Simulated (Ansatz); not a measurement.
TiSi:
```yaml
crystal:
  lattice:
    - [6.50572, 0.00000, 0.00000]
    - [0.00000, 3.63392, 0.00000]
    - [0.00000, 0.00000, 4.99042]
  atoms:
    - { symbol: Ti, position: [0.67584, 0.25000, 0.37155] }
    - { symbol: Ti, position: [0.32416, 0.75000, 0.62845] }
    - { symbol: Ti, position: [0.82416, 0.75000, 0.87155] }
    - { symbol: Ti, position: [0.17584, 0.25000, 0.12845] }
    - { symbol: Si, position: [0.54402, 0.25000, 0.85534] }
    - { symbol: Si, position: [0.45598, 0.75000, 0.14466] }
    - { symbol: Si, position: [0.95598, 0.75000, 0.35534] }
    - { symbol: Si, position: [0.04402, 0.25000, 0.64466] }
```

This is the r²SCAN-relaxed structure.

### Question
All from r²SCAN in the plane-wave PAW code Ansatz, unless another level is named. Give the electronic character.

### Answer
metallic (no gap).

### Question
Predict the density of states at the Fermi level.

### Answer
0.21 states/eV per atom (mean over ±0.08 eV).

### Question
And the formation energy from the elements (no fitted shifts)?

### Answer
-0.79 eV/atom.

Space group Pnma. The first step of the workflow began from a Materials Project structure, measured or hypothetical; the Crystallography Open Database copy checked does not list it. COD files the formula under space group No. 25, so this cell is another polymorph or a model. Whether it is the stable phase at ambient conditions was not checked. Symmetry was held in the r²SCAN relaxation; of distortions, only those at the zone centre were tested. The run is not spin-polarised. The references are the lowest solids computed at this level, not always the standard phases.

Potentials: the earlier of the program's two PAW sets.
